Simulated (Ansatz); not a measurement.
ZnCdSe2:
```cif
data_Cd3Se6Zn3
_chemical_formula_sum 'Zn3 Cd3 Se6'
_space_group_name_H-M_alt 'R3m :H'
_space_group_IT_number 160
_space_group_name_Hall 'R 3 -2"'
_cell_length_a 4.12975
_cell_length_b 4.12975
_cell_length_c 20.42765
_cell_angle_alpha 90.000
_cell_angle_beta 90.000
_cell_angle_gamma 120.000
loop_
_atom_site_label
_atom_site_type_symbol
_atom_site_symmetry_multiplicity
_atom_site_Wyckoff_symbol
_atom_site_fract_x
_atom_site_fract_y
_atom_site_fract_z
_atom_site_occupancy
Zn1 Zn 3 a 0.00000 0.00000 0.49940 1
Cd1 Cd 3 a 0.00000 0.00000 0.00188 1
Se1 Se 3 a 0.00000 0.00000 0.13022 1
Se2 Se 3 a 0.00000 0.00000 0.61849 1
```
(The calculation used a cell of 4 atoms; values per cell refer to that cell.)

Relaxed with PBEsol. The program Ansatz at the PBEsol level (PAW) gives a gap of 0.63 eV.

Problem. What gap does HSE06 give on the same cell (Ansatz, PAW)?

Solution. 1.76 eV, 1.13 eV more. The hybrid was solved on a coarser mesh and at special points; its gap is the smallest among all of these.

Cost on shared cores: the PBEsol run (SCF on a 8×8×8 mesh, then bands and DOS) about 2.3 core-minutes (a rough figure), the HSE06 run (SCF on 6×6×6, then a few points) very roughly 7 core-minutes; the tasks are unlike.

The workflow started from a Materials Project entry (that database holds measured and hypothetical structures alike); the Crystallography Open Database copy checked does not list it. Its standing as an ambient phase is unchecked. The PBEsol relaxation kept the symmetry of its start; its stability against distortions is not shown here. Spin–orbit coupling is left out wherever it is not named.

Potentials: the later of the program's two PAW sets.
